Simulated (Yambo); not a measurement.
Yambo run on MoSe2 (space group P6_3/mmc, No. 194). The wavefunctions are PBE (stringent potentials; pw.x of Quantum ESPRESSO, ONCV potentials, without SOC) ones on a 3×3×1 mesh (62 occupied bands); a = b = 3.278 Å, c = 12.724 Å, α = β = 90.00°, γ = 120.00°.

Yambo input:

```
rim_cut
gw0
dyson
el_el_corr
HF_and_locXC
cohsex
em1s
RandQpts= 1000000
RandGvec= 1 Ry
EXXRLvcs= 104 Ry
VXCRLvcs= 416 Ry
Chimod= "HARTREE"
% BndsRnXs
 39 | 394 |
%
NGsBlkXs= 12 Ry
% LongDrXs
 1.0 | 1.0 | 1.0 |
%
ExtendOut
% QPkrange
 1 | 1 | 62 | 62 |
 3 | 3 | 62 | 63 |
%
```

k points by index: 1 = Γ, 3 = K.

Resulting energies as the program prints them:

```
#    K-point    Band    Eo [eV]    E [eV]    E-Eo [eV]    Vxc [eV]    Vnlxc [eV]    Sc|Eo [eV]    Re(Z)    Im(Z)
#
    1    62    0.000000    -2.247067    -2.247067    -16.95861    -17.36072    -1.844952    1.000000    0.000000
    3    62    -0.289442    -2.590074    -2.300632    -16.71693    -17.39159    -1.625968    1.000000    0.000000
    3    63    1.167638    -0.482853    -1.650491    -17.63116    -12.89061    -6.391040    1.000000    0.000000
```
(The two width columns are left out.) Convergence of these settings isn't established.

Geometry relaxed with PBE+D3(BJ).
